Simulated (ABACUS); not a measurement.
Energy against volume for a model cell of Ge2W (I4/mcm, 6 atoms in the cell; prototype structure): the cell is scaled uniformly, and the atoms keep their fractional positions.

```yaml
crystal:
  lattice:
    - [-3.43093, 3.43093, 2.76065]
    - [3.43093, -3.43093, 2.76065]
    - [3.43093, 3.43093, -2.76065]
  atoms:
    - { symbol: Ge, position: [0.15800, 0.65800, 0.81600] }
    - { symbol: Ge, position: [0.34200, 0.15800, 0.50000] }
    - { symbol: Ge, position: [0.65800, 0.84200, 0.50000] }
    - { symbol: Ge, position: [0.84200, 0.34200, 0.18400] }
    - { symbol: W, position: [0.75000, 0.75000, 0.00000] }
    - { symbol: W, position: [0.25000, 0.25000, 0.00000] }
```

Computed with PBE, numerical atomic orbitals DZP (confined pseudo-atomic orbitals with Gaussian additions; energy shift 0.01 Ry), PseudoDojo 0.5 standard norm-conserving PBE (tails mended) pseudopotentials (ABACUS).

Held fixed: basis = DZP numerical atomic orbitals, energy shift 0.01 Ry; KPT = Gamma 5 5 5 0 0 0; basis_type = lcao; dft_functional = PBE; ecutwfc = 100 Ry; smearing_method = fd; smearing_sigma = 0.00734986 Ry; potentials = PseudoDojo 0.5 standard norm-conserving PBE (tails mended); symmetry = 1; symmetry_prec = 1e-05; ks_solver = genelpa; scf_nmax = 100; scf_thr = 1.0e-06; mixing_type = broyden; mixing_beta = 0.4.

Lattice and positions were typed or generated, without prior relaxation. The atom-centred basis is finite, which shifts total energies, pressures and forces against plane waves. No clean gap shows at this smearing width and mesh (spacing up to 0.29 Å⁻¹); the mesh is coarse for partly filled bands, so the values carry mesh errors.

```json
[
 {"V (Å³/atom)": "20.364", "V/V(base)": "0.940", "ΔF (meV/atom, from the lowest row)": "0.0", "pressure (GPa)": "-15.62"},
 {"V (Å³/atom)": "20.798", "V/V(base)": "0.960", "ΔF (meV/atom, from the lowest row)": "44.1", "pressure (GPa)": "-16.98"},
 {"V (Å³/atom)": "21.231", "V/V(base)": "0.980", "ΔF (meV/atom, from the lowest row)": "91.6", "pressure (GPa)": "-18.12"},
 {"V (Å³/atom)": "21.448", "V/V(base)": "0.990", "ΔF (meV/atom, from the lowest row)": "116.5", "pressure (GPa)": "-18.63"},
 {"V (Å³/atom)": "21.664", "V/V(base)": "1.000", "ΔF (meV/atom, from the lowest row)": "142.0", "pressure (GPa)": "-19.11"},
 {"V (Å³/atom)": "21.881", "V/V(base)": "1.010", "ΔF (meV/atom, from the lowest row)": "168.1", "pressure (GPa)": "-19.54"},
 {"V (Å³/atom)": "22.098", "V/V(base)": "1.020", "ΔF (meV/atom, from the lowest row)": "194.9", "pressure (GPa)": "-19.94"},
 {"V (Å³/atom)": "22.531", "V/V(base)": "1.040", "ΔF (meV/atom, from the lowest row)": "249.7", "pressure (GPa)": "-20.63"},
 {"V (Å³/atom)": "22.964", "V/V(base)": "1.060", "ΔF (meV/atom, from the lowest row)": "306.3", "pressure (GPa)": "-21.21"}
]
```

The minimum lies outside the scanned range, at smaller volume.

The atomic orbitals were generated for these runs; they are not ABACUS's published sets and were checked against plane waves on a few crystals only.

“Tails mended”: in these copies of the files the far tail of each local potential was reset to the Coulomb form.
